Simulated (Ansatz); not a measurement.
ZrB2 (P6/mmm), relaxed with r²SCAN (Ansatz, a program for electronic structure, plane waves, PAW): a = 3.167 Å, b = 3.167 Å, c = 3.552 Å, α = 90.00°, β = 90.00°, γ = 120.00°.

| Property | Value |
|---|---|
| ΔH_f (eV/atom) | -1.07 |

Problem. The same phase is relaxed and computed with LDA in the same code. What are the cell and these values now?

Solution. a = b = 3.1327 Å, c = 3.4887 Å, α = β = 90.00°, γ = 120.00°.

- ΔH_f (eV/atom): -1.08

All cells were relaxed under the symmetry of their starts (and spin orders); stability against distortions was not tested throughout. Rows with no word on spin ran without spin polarisation. Spin–orbit coupling is left out wherever it is not named.

Potentials: the later of the program's two PAW sets.

Ansatz is a plane-wave DFT program.

Formation energies count from the lowest solids of the elements computed at the same level, not from gases.
